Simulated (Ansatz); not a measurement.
Method: DFT PBE, scalar-relativistic, plane waves, PAW (Ansatz 0.2.0). All cells share a 420 eV cutoff and Γ-centred k meshes spaced about 0.3 Å⁻¹ or finer (0.25 for metals, 2π included). No spin polarisation.

Relaxed structures of Be4Se3, with energies over the first row. Coordination counts Se atoms around Be (those within 1.25 times the shortest such distance or 1.15 times the sum of covalent radii, 1.27 where that leaves under three; a slash parts the counts of unlike sites).

```csv
#,form,sites,V (Å³/atom),coordination,ΔE (meV/atom)
1,P-4m2,"Be 2g, 2g; Se 2f, 1a",16.5,Be 2/4,0
2,P-43m,Be 4e; Se 3c,17.3,Be 3,54
```

A further structure, relaxed alike:

```xyz
7
Lattice="6.2311 0.0000 0.0000 -3.1156 5.3963 0.0000 0.0000 0.0000 4.6500" Properties=species:S:1:pos:R:3 pbc="T T T"
Be    0.0000    0.0000    3.6093
Be    0.0000    0.0000    1.0407
Be    0.0000    3.5975    2.3250
Be    3.1156    1.7988    2.3250
Se    1.9762    0.0000    2.3250
Se   -0.9881    1.7114    2.3250
Se    2.1275    3.6849    2.3250
```

Q: Place it among the others.

A: It is the highest, 59 meV/atom above row 1, with space group P-62m (No. 189) and 22.3 Å³/atom. Counting Se atoms around Be, this cell has Be 3 and row 1 has Be 2/4. Be on a site of symmetry 3m has 1 Be at 2.08 Å, 3 Se at 2.36 Å and 1 Be at 2.57 Å; Be on a site of symmetry -6 is surrounded by 3 Se at 2.13 Å; Se is surrounded by 2 Be at 2.13 Å and 2 Be at 2.36 Å.

No dispersion correction is applied, so the spacing and binding between layers, chains or molecules are poorly described (P-4m2), and this can change margins and order among such cells. With atoms moved at random, row 1 (by 53 meV/atom) fell into a lower structure and row 2 and the further cell came back.
